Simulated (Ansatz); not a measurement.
Theory: DFT PBE, scalar-relativistic, plane waves, PAW (Ansatz). Settings: cutoff 420 eV, Γ-centred meshes spaced at most about 0.3 Å⁻¹, and about 0.25 Å⁻¹ or finer for metals (2π included), Gaussian smearing. No spin polarisation in the final relaxations.

Temperature and zero-point effects are left out. All come from trial cells, and lower structures may exist.

Question: Order these relaxed structures of Li2TaO2 by energy, lowest first, with the energy over the lowest of them.
A.

Space group P6/mmm (No. 191). a = 3.919 Å, b = 3.919 Å, c = 3.661 Å, α = 90.00°, β = 90.00°, γ = 120.00°
```
atom  site  symmetry       x       y       z
  Li    2d      -6m2  0.3333  0.6667  0.5000
  Ta    1a     6/mmm  0.0000  0.0000  0.0000
   O    2c      -6m2  0.3333  0.6667  0.0000
```

B.

Space group P4/mmm (No. 123). a = 2.910 Å, b = 2.910 Å, c = 5.105 Å, α = 90.00°, β = 90.00°, γ = 90.00°
```csv
atom,site,symmetry,x,y,z
Li,2e,mmm.,0.0000,0.5000,0.5000
Ta,1a,4/mmm,0.0000,0.0000,0.0000
O,2h,4mm,0.5000,0.5000,0.2302
```

C.

Space group P-3m1 (No. 164). a = 2.865 Å, b = 2.865 Å, c = 8.214 Å, α = 90.00°, β = 90.00°, γ = 120.00°
```tsv
atom	site	symmetry	x	y	z
Li	2d	3m.	0.6667	0.3333	0.3057
Ta	1a	-3m.	0.0000	0.0000	0.0000
O	2d	3m.	0.6667	0.3333	0.8188
```

D.

Space group P4/mmm (No. 123). a = 4.088 Å, b = 4.088 Å, c = 3.777 Å, α = 90.00°, β = 90.00°, γ = 90.00°
| atom | site | symmetry | x | y | z |
| --- | --- | --- | --- | --- | --- |
| Li | 2f | mmm. | 0.5000 | 0.0000 | 0.0000 |
| Ta | 1d | 4/mmm | 0.5000 | 0.5000 | 0.5000 |
| O | 2e | mmm. | 0.5000 | 0.0000 | 0.5000 |

Answer: C (0 meV/atom), D (120 meV/atom), A (507 meV/atom), B (521 meV/atom). Forms: C P-3m1; D P4/mmm; A P6/mmm; B P4/mmm. Counting O atoms around Li and Ta (those within 1.25 times the shortest such distance or 1.15 times the sum of covalent radii): C has Li 3, Ta 6; D has Li 2, Ta 4; A has Li 2, Ta 6; B has Li 4, Ta 8.

The k mesh leaves some 4 meV/atom of noise in the energy of each metallic cell. Weakly bound directions are ill-defined at this level, which has no dispersion term (P-3m1), and this can change margins and order among such cells. These runs have no spin–orbit coupling, which can matter for Ta. In P-3m1, P4/mmm at 12.6 Å³/atom, P6/mmm, P4/mmm at 8.6 Å³/atom an odd number of electrons in the primitive cell allows no gap without spin; a larger cell or a magnetic state could open one. Cells relaxed within their symmetry can be saddle points. Some structure types and database cells were kept out of the candidates from the start, so a known form may be missing.
